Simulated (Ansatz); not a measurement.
YCo$_{2}$:
```cif
data_Co4Y2
_chemical_formula_sum 'Y2 Co4'
_space_group_name_H-M_alt 'P 1'
_space_group_IT_number 1
_cell_length_a 5.07304
_cell_length_b 5.07304
_cell_length_c 5.07304
_cell_angle_alpha 60.000
_cell_angle_beta 60.000
_cell_angle_gamma 60.000
loop_
_space_group_symop_operation_xyz
  'x, y, z'
loop_
_atom_site_label
_atom_site_type_symbol
_atom_site_fract_x
_atom_site_fract_y
_atom_site_fract_z
_atom_site_occupancy
Y1 Y 0.50000 0.50000 0.50000 1
Y2 Y 0.75000 0.75000 0.75000 1
Co1 Co 0.12500 0.12500 0.12500 1
Co2 Co 0.62500 0.12500 0.12500 1
Co3 Co 0.12500 0.12500 0.62500 1
Co4 Co 0.12500 0.62500 0.12500 1
```
The run is spin-polarised; directions of the spins, atom by atom: ↓ ↓ ↑ ↑ ↑ ↑.

Relaxed with r²SCAN.

### Question
Tabulate the valence density and the electron localisation function along the shortest Co–Co contact (2.54 Å), r²SCAN (plane waves, PAW; program Ansatz).

### Answer


| distance from Co (Å) | density (e/Å³) | ELF |
|---|---|---|
| 0.25 | 30.73 | 0.95 |
| 0.38 | 15.38 | 0.84 |
| 0.51 | 6.77 | 0.60 |
| 0.63 | 2.92 | 0.35 |
| 0.76 | 1.33 | 0.22 |
| 0.89 | 0.66 | 0.17 |
| 1.01 | 0.42 | 0.17 |
| 1.14 | 0.34 | 0.25 |
| 1.27 | 0.32 | 0.30 |
| 1.40 | 0.34 | 0.25 |
| 1.52 | 0.42 | 0.17 |
| 1.65 | 0.66 | 0.17 |
| 1.78 | 1.33 | 0.22 |
| 1.90 | 2.92 | 0.35 |
| 2.03 | 6.77 | 0.60 |
| 2.16 | 15.38 | 0.84 |
| 2.28 | 30.73 | 0.95 |

The density is the valence pseudo-density with augmentation charge, so density and ELF within about 1 Å of a nucleus are not all-electron values.

Space group Fd-3m (cubic Laves (MgCu2 type)). The workflow started from an entry of the Crystallography Open Database (COD). Whether it is the stable phase at ambient conditions was not checked. The r²SCAN relaxation kept the symmetry of its start, as lowered by the spin order; whether a distortion lowers the energy is not shown. Spin order of the final state: ferrimagnetic, chosen from 4 collinear starts compared on coarse meshes (ties went to the first, and starts can fall back to one state), not a proven ground state. Other orbital occupations within this spin state were not tried.

Potentials: the later of the program's two PAW sets.
